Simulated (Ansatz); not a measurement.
Question: Name crystals whose computed values (DFT-r²SCAN in the program Ansatz with PAW potentials) fall in these windows: ε0 8.6 to 11; Θ_D (K) 580 to 690; ε∞ 4.6 to 6.2.

Answer: 

| crystal | ε0 | Θ_D (K) | ε∞ |
|---|---|---|---|
| GaN, zinc blende | 9.95 | 631 | 5.50 |
| GaN, wurtzite | 9.91 | 636 | 5.42 |
Others may fit too.

All cells were relaxed under the symmetry of their starts (and spin orders); stability against distortions was not tested throughout. Spin–orbit coupling is left out wherever it is not named.

Potentials: the earlier of the program's two PAW sets.
